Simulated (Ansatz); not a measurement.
ZnCu (CsCl type)

```xyz
2
Lattice="2.9638 0.0000 0.0000 0.0000 2.9638 0.0000 0.0000 0.0000 2.9638" Properties=species:S:1:pos:R:3 pbc="T T T"
Zn     1.4819     1.4819     1.4819
Cu     0.0000     0.0000     0.0000
```

The slice is a {210} plane (indices of the conventional cell) through the point (0.500, 0.500, 0.500) (fractional), spanned by u = [100] and v = [021] in vectors of this cell: u (2.96 Å) and v (6.63 Å, at 90° to u). It covers one period; positions are fractions (u, v).

These are PBE (plane waves to 420 eV, PAW, scalar-relativistic; Ansatz, an electronic-structure program) values and carry that method's errors. k mesh 16×16×16. These are valence fields of a PAW run, semicore shells included where kept as valence: close to a nucleus they are smooth pseudo fields. ZnCu is run without spin polarisation. ZnCu was relaxed with its symmetry unable to fall.

Question: Sketch the electron localisation function (ELF) on this plane as a map.

Answer: 
```
v \ u  0.00  0.22  0.44  0.67  0.89
-----  ----  ----  ----  ----  ----
0.90   0.11  0.20  0.30  0.24  0.16
0.75   0.30  0.18  0.19  0.17  0.28
0.60   0.28  0.24  0.16  0.17  0.29
0.45   0.29  0.30  0.20  0.24  0.30
0.30   0.30  0.17  0.22  0.18  0.27
0.15   0.20  0.24  0.21  0.26  0.20
0.00      x  0.11  0.26  0.19     x
```

Values: electron localisation function (ELF). Points within 0.5 Å of a nucleus are blanked (x), as the pseudised field means little there.
